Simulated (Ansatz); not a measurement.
Two states of BaCrF6

```yaml
crystal:
  lattice:
    - [3.68463, 2.12732, 2.39240]
    - [-3.68463, 2.12732, 2.39240]
    - [0.00000, -4.25465, 2.39240]
  atoms:
    - { symbol: Ba, position: [0.50000, 0.50000, 0.50000] }
    - { symbol: F, position: [0.26000, 0.89700, 0.26000] }
    - { symbol: F, position: [0.26000, 0.26000, 0.89700] }
    - { symbol: F, position: [0.89700, 0.26000, 0.26000] }
    - { symbol: F, position: [0.74000, 0.10300, 0.74000] }
    - { symbol: F, position: [0.10300, 0.74000, 0.74000] }
    - { symbol: F, position: [0.74000, 0.74000, 0.10300] }
    - { symbol: Cr, position: [0.00000, 0.00000, 0.00000] }
```

Level: r2SCAN; 500 eV; 5×5×5 Γ-centred mesh; fermi-dirac occupations (width 0.1 eV); Ansatz 0.2.0, fixed geometry.

State A: no moments (no spin polarisation). State B: Cr8 up (collinear spin).

Task: Which state is lower, and how do they differ?

Result: State B is lower by 198.6 meV an atom at zero smearing; in free energy at this smearing B lies -178.3 meV an atom from A.

| state | free energy (meV/atom) | largest moment in a small sphere (μB) | net moment (μB/cell) | gap on mesh (eV) | pressure (GPa) | largest force (eV/Å) |
| --- | --- | --- | --- | --- | --- | --- |
| A | 178.3 | 0.00 | 0.00 | metal | -2.3 | 0.81 |
| B | 0.0 | 1.64 | 2.00 | 0.48 | -1.7 | 0.85 |

Origin: a database entry at a rescaled volume. Caveats: the state breaks the symmetry of the cell; the Fermi level lies in a narrow band between gaps, which spin or distortion may split.
